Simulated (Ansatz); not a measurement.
Starting cell, Rh (fcc, Cu type):

```
Rh
1.0
    0.00000     3.83006     3.83006
    1.91503     0.00000     1.91503
    1.91503     1.91503     0.00000
Rh
2
Direct
  0.00000   0.00000   0.00000
  0.50000   0.00000   0.00000
```

The atoms are displaced by Q × the pattern below (from a DFPT mode at L = (0.5, 0.0, 0.0), largest move 1; Q in Å), at fixed cell. (q is in reciprocal vectors of the primitive cell; the cell shown is doubled to hold the pattern.)

| atom | x | y | z |
|---|---|---|---|
| Rh1 | -0.577 | 0.577 | 0.577 |
| Rh2 | 0.577 | -0.577 | -0.577 |

Computed with PBE (plane waves to 420 eV, PAW, scalar-relativistic; Ansatz, a first-principles code). k mesh 21×21×21 (Γ-centred), Fermi-Dirac smearing 0.05 eV. The energy includes the smearing's −TS. With partly filled bands, energies and forces of such displacements shift with the k mesh and the smearing. Rh is run without spin polarisation. Rh was relaxed with its symmetry unable to fall. ΔE is measured from the undisplaced structure. The last digit holds for this mesh only.

| Q (Å) | ΔE (meV/cell) |
|---|---|
| -0.1000 | 211.5 |
| -0.0833 | 146.0 |
| -0.0667 | withheld |
| -0.0500 | 52.3 |
| -0.0333 | 23.2 |
| -0.0167 | 5.8 |
| 0.0000 | 0.0 |
| 0.0167 | 5.8 |
| 0.0333 | 23.2 |
| 0.0500 | 52.3 |
| 0.0667 | withheld |
| 0.0833 | 146.0 |
| 0.1000 | 211.5 |

### Question
Fit an even polynomial form (powers 2, 4) to the given rows and predict ΔE at Q = 0.0667.

### Answer
Least squares on the 11 given rows: ΔE = (20830)·Q² + (32090)·Q⁴, in meV/cell with Q in Å; root-mean-square residual 0.05 meV/cell. At 0.0667 the fit gives 93.3 meV/cell; the calculation gives 93.1 meV/cell, so the interpolation is off by 0.2 (+0.2 %). The quadratic term alone would give 92.7 meV/cell.

(A displaced cell: forces are minus the slopes of the energy, force constants its curvatures, and phonons follow from these.)
